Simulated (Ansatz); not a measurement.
SiO₂ (space group P3_221)

```
SiO2
1.0
    4.92339     0.00000     0.00000
   -2.46169     4.26378     0.00000
    0.00000     0.00000     5.41794
Si O
3 6
Cartesian
 -1.15523   2.00092   1.80598
  1.30646   2.26286   0.00000
  2.31046   0.00000   3.61196
 -1.08808   3.11941   2.97059
  0.30424   1.76177   1.16460
  0.78383   3.64638   4.77657
  3.24553   0.61740   2.44736
  1.37362   1.14437   4.25334
  2.76594   2.50201   0.64138
```

E(V) scan at fixed shape, V₀ the volume above. The atoms relax within the cell's symmetry.

Calculation: r2SCAN (plane waves to 500 eV, PAW, scalar-relativistic; Ansatz, a first-principles code). k mesh 8×8×6 (Γ-centred), Fermi-Dirac smearing 0.05 eV. The energy includes the smearing's −TS. With the shape held, the modulus is that of even scaling; a crystal free to change shape is softer. SiO2 was relaxed with its symmetry unable to fall. ΔE is measured from the relaxed starting cell.

| V (Å³/atom) | ΔE (meV/atom) |
|---|---|
| 11.879 | 6.0 |
| 12.069 | 3.2 |
| 12.258 | 1.3 |
| 12.448 | 0.3 |
| 12.637 | 0.0 |
| 12.827 | 0.4 |
| 13.016 | 1.4 |
| 13.206 | 2.9 |
| 13.395 | 5.0 |

### Question
What bulk modulus at fixed cell shape B₀ follows from a third-order Birch-Murnaghan fit?

### Answer
38.5 GPa.

### Question
What is the fitted pressure derivative B₀′?

### Answer
6.0.

(A scan under strain: stresses follow from slopes of the energy per volume, elastic moduli from its curvatures.)
